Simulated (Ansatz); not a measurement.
BAs:
```cif
data_As4B4
_chemical_formula_sum 'B4 As4'
_space_group_name_H-M_alt 'P 1'
_space_group_IT_number 1
_cell_length_a 6.53308
_cell_length_b 3.37897
_cell_length_c 5.62078
_cell_angle_alpha 90.000
_cell_angle_beta 90.000
_cell_angle_gamma 90.000
loop_
_space_group_symop_operation_xyz
  'x, y, z'
loop_
_atom_site_label
_atom_site_type_symbol
_atom_site_fract_x
_atom_site_fract_y
_atom_site_fract_z
_atom_site_occupancy
B1 B 0.16022 0.25000 0.40080 1
B2 B 0.33978 0.75000 0.90080 1
B3 B 0.83978 0.75000 0.59920 1
B4 B 0.66022 0.25000 0.09920 1
As1 As 0.83644 0.25000 0.39130 1
As2 As 0.66356 0.75000 0.89130 1
As3 As 0.16356 0.75000 0.60870 1
As4 As 0.33644 0.25000 0.10870 1
```

Relaxed with LDA.

Q: Give the optical modes at the zone centre with their infrared activity from DFPT, LDA in the plane-wave PAW code Ansatz.

A: Transverse frequencies, without the LO–TO term; a row sums one degenerate level.

```csv
ω (cm⁻¹),degeneracy,IR ((D/Å)²/amu),activity,symmetry
74,1,0.00,IR-inactive,Ag
136,1,0.00,IR-inactive,B3g
143,1,0.00,IR-inactive,Au
155,1,0.00,IR-inactive,B1g
215,1,0.03,IR,B1u
235,1,0.00,IR-inactive,B2g
249,1,0.00,IR-inactive,Ag
277,1,0.13,IR,B3u
323,1,0.00,IR-inactive,B2g
510,1,1.24,IR,B1u
542,1,0.00,IR-inactive,Ag
562,1,2.16,IR,B3u
578,1,0.00,IR-inactive,B2g
630,1,0.00,IR-inactive,Au
635,1,0.00,IR-inactive,B1g
668,1,1.63,IR,B2u
684,1,0.00,IR-inactive,B3g
721,1,0.85,IR,B3u
752,1,0.35,IR,B1u
771,1,0.00,IR-inactive,B2g
803,1,0.00,IR-inactive,Ag
```

Q: How high does the top mode go among those that the LO–TO term moves?

A: 722 cm⁻¹ for q along x, 671 cm⁻¹ for q along y, 513 cm⁻¹ for q along z.

Space group Pnma. The start of the workflow was typed in or built on a structure type; neither database checked (COD, Materials Project) lists it. It is not the phase usual at ambient conditions (space group No. 216). The cell was relaxed with LDA under the symmetry of its start; its stability against distortions is not shown here. The volume moved by 23 % from the start of the relaxation. Its formation energy is positive at this level, so the cell may be metastable or incomplete.

Potentials: the earlier of the program's two PAW sets. The files were generated under PBE; for other functionals the program regenerates the frozen cores, and for LDA and PBEsol the local potential too.
